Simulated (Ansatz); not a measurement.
**Profile along the Mg–Rh line in MgRh (CsCl type)**

MgRh (CsCl type)

```yaml
crystal:
  lattice:
    - [3.04728, 0.00000, 0.00000]
    - [0.00000, 3.04728, 0.00000]
    - [0.00000, 0.00000, 3.04728]
  atoms:
    - { symbol: Mg, position: [0.00000, 0.00000, 0.00000] }
    - { symbol: Rh, position: [0.50000, 0.50000, 0.50000] }
```

Fields along a shortest Mg–Rh line of a {110} plane (2.64 Å), from Mg to Rh, interpolated on the slice's grid (step about 0.2 Å). The numbers are results of LDA (plane waves to 420 eV, PAW, scalar-relativistic; Ansatz, an electronic-structure program), not measurements. k mesh 15×15×15. These are valence fields of a PAW run, semicore shells included where kept as valence: close to a nucleus they are smooth pseudo fields. MgRh is run without spin polarisation. MgRh was relaxed with its symmetry unable to fall.

| distance from Mg (Å) | valence electron density (e/Å³) | electron localisation function |
|---|---|---|
| 0.00 | 31.33 | x |
| 0.26 | 18.75 | x |
| 0.53 | 3.48 | 0.41 |
| 0.79 | 0.30 | 0.09 |
| 1.06 | 0.19 | 0.13 |
| 1.32 | 0.28 | 0.30 |
| 1.58 | 0.60 | 0.33 |
| 1.85 | 2.14 | 0.54 |
| 2.11 | 6.73 | 0.72 |
| 2.38 | 12.44 | x |
| 2.64 | 15.29 | x |

x: too close to a nucleus for the ELF to mean much.

Density on the Mg–Rh line (2.64 Å) at its density minimum, 1.0 Å from Mg: 0.19 e/Å³. ELF at that point: 0.1.
